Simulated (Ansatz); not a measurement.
Rb₂InAgCl₆:
```
CELL_PARAMETERS angstrom
      0.00000     5.05912     5.05912
      5.05912     0.00000     5.05912
      5.05912     5.05912     0.00000
ATOMIC_POSITIONS crystal
  Rb 0.75000 0.75000 0.75000
  Rb 0.25000 0.25000 0.25000
  In 0.00000 0.00000 0.00000
  Ag 0.50000 0.50000 0.50000
  Cl 0.75381 0.24619 0.24619
  Cl 0.24619 0.75381 0.75381
  Cl 0.24619 0.75381 0.24619
  Cl 0.75381 0.24619 0.75381
  Cl 0.24619 0.24619 0.75381
  Cl 0.75381 0.75381 0.24619
```

Tensor components refer to the Cartesian frame of this cell.

### Question
Give the high-frequency dielectric tensor and the Born effective charge tensors of the independent atoms from DFPT, LDA (plane waves, PAW; program Ansatz).

### Answer

ε∞:
```
4.12  0.00  0.00
0.00  4.12  0.00
0.00  0.00  4.12
```
Z* of atom 1 (Rb), rows: field, columns: displacement, in e:
```
1.29  0.00  0.00
0.00  1.29  0.00
0.00  0.00  1.29
```
Z* of atom 3 (In), rows: field, columns: displacement, in e:
```
3.62  0.00  0.00
0.00  3.62  0.00
0.00  0.00  3.62
```
Z* of atom 4 (Ag), rows: field, columns: displacement, in e:
```
1.20  0.00  0.00
0.00  1.20  0.00
0.00  0.00  1.20
```
Z* of atom 5 (Cl), rows: field, columns: displacement, in e:
```
-1.91   0.00   0.00
 0.00  -0.90   0.00
 0.00   0.00  -0.90
```

Space group Fm-3m. The workflow started from a Materials Project entry (that database holds measured and hypothetical structures alike); the Crystallography Open Database copy checked does not list it. Its standing as an ambient phase is unchecked. The LDA relaxation kept the symmetry of its start. At this level the phase is dynamically unstable (imaginary phonons). No spin polarisation was allowed. Scalar-relativistic: spin–orbit coupling is off unless named, which matters more the heavier the elements.

Potentials: the later of the program's two PAW sets.
